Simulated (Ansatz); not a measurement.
**KB3H3: checking a database structure before trusting its electric field gradients**

The cell is a structure deposited in the COD, taken as it stands.

```xyz
14
Lattice="0.0000 4.4195 4.4195 4.4195 0.0000 4.4195 4.4195 4.4195 0.0000" Properties=species:S:1:pos:R:3 pbc="T T T"
K     2.2098    2.2098    2.2098
K     6.6293    6.6293    6.6293
B     1.2180    4.4195    4.4195
B     4.4195    1.2180    4.4195
B     7.6210    4.4195    4.4195
B     4.4195    7.6210    4.4195
B     4.4195    4.4195    1.2180
B     4.4195    4.4195    7.6210
H     2.2734    4.4195    4.4195
H     4.4195    2.2734    4.4195
H     6.5656    4.4195    4.4195
H     4.4195    6.5656    4.4195
H     4.4195    4.4195    2.2734
H     4.4195    4.4195    6.5656
```

Atom numbers follow the list; atoms alike are taken as one site, whose name carries the number of the first.

The numbers come from a DFT calculation in Ansatz (PBE, plane waves and PAW, scalar-relativistic, 420 eV cutoff, Γ-centred 7×7×7 k-points, Fermi–Dirac smearing 0.05 eV).

(1) Do the atoms and the cell lie near the calculated equilibrium?

Answers

(1) No. The largest force is 4.9 eV/Å, on atom 10 (H: 1 B at 1.06 Å), and the pressure is 10.2 GPa. Such values can come from a cell under pressure, imprecise or misplaced coordinates, missing atoms or a wrong setting of the space group; the run alone doesn't tell which, and gradients calculated on this entry can't be taken for those of the compound at ambient conditions.
